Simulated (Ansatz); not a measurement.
An Ansatz (a quantum-chemistry and plane-wave program) input:

Ansatz 0.2 input:
```yaml
crystal:
  lattice:
    - [3.5461819004, 0.0, 0.0]
    - [-1.7730909502, 3.0710836122, 0.0]
    - [0.0, 0.0, 14.2584786988]
  atoms:
    - { symbol: Te, position: [0.3333333333, 0.6666666667, 0.6243207899] }
    - { symbol: Te, position: [0.6666666667, 0.3333333333, 0.3756792101] }
    - { symbol: Te, position: [0.6666666667, 0.3333333333, 0.1243207899] }
    - { symbol: Te, position: [0.3333333333, 0.6666666667, 0.8756792101] }
    - { symbol: Mo, position: [0.3333333333, 0.6666666667, 0.25] }
    - { symbol: Mo, position: [0.6666666667, 0.3333333333, 0.75] }
kpoints:
  mp_grid: { grid: [8, 8, 2] }
hamiltonian:
  xc: r2scan
  dispersion: d4
  pseudopotentials: { azcp: { folder: ./paw }, kind: paw }
scf:
  occupations: { method: fixed }
output:
  optics: { e_range: [0.0, 15.0], de: 0.05, sigma: 0.1, bands: { spectra_wanted_up_to: 12 eV } }
```

Task: How many symmetry operations and irreducible k-points will the run report?

Result: 24 operations, 20 of 128 k-points.

Task: With a cutoff of 500 eV, how many plane waves at Γ?

Result: 3939.

It took very roughly 4 core-minutes on shared server cores.

Space group P6_3/mmc. Symmetry was held in the r²SCAN+D4 relaxation. The run is not spin-polarised. Spin–orbit coupling is left out wherever it is not named.

Potentials: the earlier of the program's two PAW sets.

Ansatz is a plane-wave DFT program.
